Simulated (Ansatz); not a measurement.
**Question.** Each is relaxed and computed with DFT-PBE in the program Ansatz with PAW potentials. Which is the only one with a gap?
A. TaSi2, fluorite
B. HfGe2, fluorite
C. PbF2, fluorite
D. TaGe2, fluorite

**Answer.** C, PbF2, fluorite. PbF2: gap 4.42 eV (indirect); TaSi2: metal; TaGe2: metal; HfGe2: metal. Constructed cells (a structure type filled with these elements, in neither database checked): TaSi2, fluorite; TaGe2, fluorite; HfGe2, fluorite. All cells were relaxed under the symmetry of their starts (and spin orders); stability against distortions was not tested throughout. Rows with no word on spin ran without spin polarisation. Spin–orbit coupling is left out wherever it is not named.

Potentials: the later of the program's two PAW sets.
